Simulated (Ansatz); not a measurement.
**Relaxation path: diamond Ge (111), 6 layers**

DFT, LDA, PAW with Ansatz's default frozen-core files, scalar-relativistic (Ansatz 0.2.0); a Γ-centred 9×9×1 k mesh, Fermi–Dirac smearing of 0.02 eV, no spin polarisation. The run relaxes the atoms in the fixed cell.

Command: `ansatz run input.yaml --threads 2 --pin off --max-ram 4096MiB --backend cpu --events-out ev --progress --plain --runs-dir out` It took 36 s on 2 threads of Intel(R) Xeon(R) Platinum 8488C (Sapphire Rapids), on a shared host, peak memory 0.62 GiB.

```yaml
crystal:
  lattice:
    - [3.9751430018, 0.0, 0.0]
    - [-1.9875715009, 3.4425748232, 0.0]
    - [0.0, 0.0, 23.3028]
  atoms:
    - { symbol: Ge, position: [0.0, 0.0, 0.3433062978] }
    - { symbol: Ge, position: [0.333333334, 0.666666666, 0.37812712] }
    - { symbol: Ge, position: [0.333333334, 0.666666666, 0.4825895881] }
    - { symbol: Ge, position: [0.666666667, 0.333333333, 0.5174104111] }
    - { symbol: Ge, position: [0.666666667, 0.333333333, 0.6218728792] }
    - { symbol: Ge, position: [0.0, 0.0, 0.6566937022] }
kpoints:
  mp_grid: { grid: [9, 9, 1] }
scf:
  occupations: { method: fermi_dirac, width: 0.02 }
hamiltonian:
  xc: lda
  pseudopotentials: { kind: paw }
output:
  forces: true
  stress: true
  eigenvalues: true
  write_density: true
  write_potential: true
  elf: true
  volumetric_format: npy
relax:
  f_tol: 0.01
  max_steps: 40
efield:
  axis: 3
  amplitude: 0
  dipole_correction: true
```

Each step lists its free energy a cell above the last geometry, and Cartesian positions (Å) with forces (eV/Å).

The first step:

```
step 1  dF = 35.90 meV
  Ge 0.0000 0.0000 8.0000   0.0000 0.0000 0.1155
  Ge 0.0000 2.2950 8.8114   0.0000 0.0000 -0.4891
  Ge 0.0000 2.2950 11.2457   0.0000 0.0000 0.3152
  Ge 1.9876 1.1475 12.0571   0.0000 0.0000 -0.3152
  Ge 1.9876 1.1475 14.4914   0.0000 0.0000 0.4891
  Ge 0.0000 0.0000 15.3028   0.0000 0.0000 -0.1155
```

The PAW files were made under PBE. Real surfaces of this kind reconstruct, which a 1×1 cell forbids.

Where does the relaxation end, and by which steps?

After 6 geometries, with a shortest distance of 2.419 Å. The further steps:
```
step 2  dF = 7.85 meV
  Ge 0.0000 0.0000 7.9738   0.0000 0.0000 0.0769
  Ge 0.0000 2.2950 8.7597   0.0000 0.0000 -0.2110
  Ge 0.0000 2.2950 11.2403   0.0000 0.0000 0.2323
  Ge 1.9876 1.1475 12.0625   0.0000 0.0000 -0.2323
  Ge 1.9876 1.1475 14.5431   0.0000 0.0000 0.2110
  Ge 0.0000 0.0000 15.3290   0.0000 0.0000 -0.0769
step 3  dF = 1.52 meV
  Ge 0.0000 0.0000 7.9860   0.0000 0.0000 -0.0669
  Ge 0.0000 2.2950 8.7361   0.0000 0.0000 0.0712
  Ge 0.0000 2.2950 11.2597   0.0000 0.0000 -0.0777
  Ge 1.9876 1.1475 12.0431   0.0000 0.0000 0.0777
  Ge 1.9876 1.1475 14.5667   0.0000 0.0000 -0.0712
  Ge 0.0000 0.0000 15.3168   0.0000 0.0000 0.0669
step 4  dF = 0.29 meV
  Ge 0.0000 0.0000 7.9607   0.0000 0.0000 0.0299
  Ge 0.0000 2.2950 8.7301   0.0000 0.0000 -0.0059
  Ge 0.0000 2.2950 11.2514   0.0000 0.0000 0.0038
  Ge 1.9876 1.1475 12.0514   0.0000 0.0000 -0.0038
  Ge 1.9876 1.1475 14.5727   0.0000 0.0000 0.0059
  Ge 0.0000 0.0000 15.3421   0.0000 0.0000 -0.0299
step 5  dF = 0.17 meV
  Ge 0.0000 0.0000 7.9788   0.0000 0.0000 -0.0130
  Ge 0.0000 2.2950 8.7417   0.0000 0.0000 -0.0126
  Ge 0.0000 2.2950 11.2538   0.0000 0.0000 0.0085
  Ge 1.9876 1.1475 12.0490   0.0000 0.0000 -0.0085
  Ge 1.9876 1.1475 14.5611   0.0000 0.0000 0.0126
  Ge 0.0000 0.0000 15.3240   0.0000 0.0000 0.0130
step 6  dF = 0.00 meV
  Ge 0.0000 0.0000 7.9713   0.0000 0.0000 0.0001
  Ge 0.0000 2.2950 8.7358   0.0000 0.0000 -0.0003
  Ge 0.0000 2.2950 11.2531   0.0000 0.0000 -0.0004
  Ge 1.9876 1.1475 12.0497   0.0000 0.0000 0.0004
  Ge 1.9876 1.1475 14.5670   0.0000 0.0000 0.0003
  Ge 0.0000 0.0000 15.3315   0.0000 0.0000 -0.0001
```
